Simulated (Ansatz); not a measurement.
## NaF at 3.8 GPa: a phonon run with cutoff 350 eV

These are results of DFT LDA, scalar-relativistic, plane waves, PAW (Ansatz 0.2.0), not measurements.

Launched with:
```bash
ansatz run input.yaml --threads 1 --pin off --max-ram 1228MiB --backend cpu --events-out ev --progress --plain --runs-dir out
```

Input (bare energies are in eV):
```yaml
crystal:
  lattice:
    - [0.0, 2.2111, 2.2111]
    - [2.2111, 0.0, 2.2111]
    - [2.2111, 2.2111, 0.0]
  atoms:
    - { symbol: Na, position: [0.0, 0.0, 0.0] }
    - { symbol: F, position: [0.5, 0.5, 0.5] }
basis:
  ecutwfc: 350
kpoints:
  mp_grid: { grid: [10, 10, 10] }
hamiltonian:
  xc: lda
scf:
  occupations: { method: fixed }
output:
  eigenvalues: true
phonons:
  method: dfpt
  dielectric: true
  rigid_motions: translations
```

From the output:
```
--- Phonons (Γ-DFPT): 2 representative perturbations + reference, on 102 of 1000 k-points (Σ response iterations 6) ---
  k mesh reduced under 8 symmetry operations, with k and −k counted as one. Each operation leaves every solved perturbation unchanged. A smaller set is not considered because the run solves the response ...
  ASR residual: 7.142e-5 → 0.000e0 eV/Å²; symmetrization residual: 8.125e-7 eV/Å²
  ASR residual per site (eV/Å²): 9.80e-6 7.14e-5
  Γ frequencies (cm⁻¹): 0.00 0.00 0.00 311.97 311.97 311.97
  ε∞ (high-frequency dielectric tensor):
        1.938109    -0.000000     0.000000
        0.000000     1.938109    -0.000000
        0.000000     0.000000     1.938109
  ε⁰ (static dielectric tensor: ions relaxed, cell fixed):
        4.130612    -0.000000     0.000000
        0.000000     4.130612    -0.000000
        0.000000    -0.000000     4.130612
  ε⁰ − ε∞ (ionic part):
        2.192503    -0.000000     0.000000
       -0.000000     2.192503    -0.000000
        0.000000    -0.000000     2.192503
  softest optical mode at Γ: 311.97 cm⁻¹; the repairs (sum rule, projections) moved no ω² at Γ by more than (1.05 cm⁻¹)²
  Born effective charges Z* (e; rows j = field, columns β = displacement):
    site 0:
         0.98755   -0.00000    0.00000
         0.00000    0.98755    0.00000
         0.00000   -0.00000    0.98755
    site 1:
        -0.98755    0.00000    0.00000
         0.00000   -0.98755   -0.00000
         0.00000    0.00000   -0.98755
  Z* charge neutrality: 1.393e-5 e pre-enforcement
  k-mesh period / interband length: 31.3 Å / 0.88 Å = 35.67 at k = (0.0000, 0.0000, 0.0000), direct gap 6.805 eV — 14 or more, which is no proof of convergence
  optical modes at Γ without the LO–TO term, one row a degenerate level:
      ω (cm⁻¹) modes IR ((D/Å)²/amu)
        311.97      3             6.4890
  optical modes at Γ + LO–TO along q̂ = [1.0000, 0.0000, 0.0000]:
      ω (cm⁻¹) modes IR ((D/Å)²/amu)
        311.97      2             4.3260
        455.44      1             2.1630
  optical modes at Γ + LO–TO along q̂ = [0.0000, 1.0000, 0.0000]:
      ω (cm⁻¹) modes IR ((D/Å)²/amu)
        311.97      2             4.3260
        455.44      1             2.1630
  optical modes at Γ + LO–TO along q̂ = [0.0000, 0.0000, 1.0000]:
      ω (cm⁻¹) modes IR ((D/Å)²/amu)
        311.97      2             4.3260
        455.44      1             2.1630
```

The run took 15 s on 1 thread of Arm Neoverse N1 (shared host), peak memory 0.34 GiB.

Beside the reference run (Plane waves to 420 eV; Γ-centred k mesh 10×10×10; fixed occupations. No spin polarisation. Phonons by linear response, acoustic sum rule imposed.), the optical modes at Γ (cm⁻¹, by rank, those that always equal the one before left out, no LO field; i marks imaginary), ε∞ and the mean Born charge of atom 1:
| setting | mode 1 | ε∞ | Z* of atom 1 |
| --- | --- | --- | --- |
| reference run | 310 | 1.94 | 0.99 |
| cutoff 350 eV | 312 | 1.94 | 0.99 |

The cell is the ideal cubic rocksalt prototype.